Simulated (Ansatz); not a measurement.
## MgO: from Born charge to LO–TO splitting and polaron coupling

All numbers below come from DFT PBEsol, scalar-relativistic, plane waves, PAW (Ansatz). Cutoff 420 eV, 8×8×8 k-points (Γ-centred), fixed occupations. No spin polarisation. Phonons by linear response, acoustic sum rule imposed.

The cell is fixed (symmetry leaves no force on the atoms) and stands under 0.0 GPa:
Space group Fm-3m (No. 225). a = 4.214 Å, b = 4.214 Å, c = 4.214 Å, α = 90.00°, β = 90.00°, γ = 90.00°
```json
{"atom": "Mg", "site": "4a", "symmetry": "m-3m", "x": "0.0000", "y": "0.0000", "z": "0.0000"}
{"atom": "O", "site": "4b", "symmetry": "m-3m", "x": "0.5000", "y": "0.0000", "z": "0.0000"}
```

The cell is the ideal cubic rocksalt prototype.

Linear response gives ν_TO = 387.6 cm⁻¹, Born charges ±1.980 e (positive on Mg) and ε∞ = 3.246. The primitive cell holds 18.708 Å³, and the masses are 24.305 and 15.999 amu.

Question: Find ν_LO and the static dielectric constant.

Answer: The long-wave field adds a restoring force: ω_LO² − ω_TO² = Z*²e²/(ε_vac ε∞ μV). In these units ν_LO² − ν_TO² = 4.92064×10⁷ Z*²/(μ V ε∞) cm⁻², with μ = m₁m₂/(m₁ + m₂) = 9.648 amu: 329271 cm⁻². So ν_LO = √(387.6² + 329271) = 692.5 cm⁻¹, and the run gives 692.5. Lyddane–Sachs–Teller then gives ε0 = ε∞ (ν_LO/ν_TO)² = 10.36, against 10.36 in the run (it forms both from the same three quantities, so the match checks the arithmetic only). Between ν_TO and ν_LO the dielectric function is negative and an undamped crystal reflects fully: a reststrahlen band from 14.4 to 25.8 μm.

Question: What do the Clausius–Mossotti polarisability and the Szigeti charge come to?

Answer: With the Lorentz local field, α = (3V/4π)(ε∞ − 1)/(ε∞ + 2) = 1.91 Å³ for the pair, and e_S = 3Z*/(ε∞ + 2) = 1.13 e. The Born charge includes the electrons' response to the dipole's own local field, and e_S takes that enhancement out. The Lorentz field assumes point-like polarisable ions, a fair picture at this small ε∞.

Question: How strongly does a slow electron couple to the LO mode?

Answer: For one isotropic parabolic band, Fröhlich's constant is α_F = (1/ε∞ − 1/ε0) √(m* Ry/ħω_LO), with Ry = 13.606 eV, ħω_LO = 85.9 meV and m* in free-electron masses: α_F = 0.2115 × 12.59 × √m* = 2.66 √m*. The band mass isn't part of this run; for m* = 0.1, 0.3 and 1 it gives 0.84, 1.46, 2.66. In weak coupling the polaron lies α_F ħω_LO below the band edge (125 meV at m* = 0.3) with a mass m*(1 + α_F/6); past α_F of about 5 or 6 that expansion fails. A semilocal functional's ε∞ tends to be too large, which taken alone lowers α_F.

Cost: 1 run of about 0.35 core-minutes, on Intel Xeon Platinum 8259CL (Skylake/Cascade Lake) (shared hosts).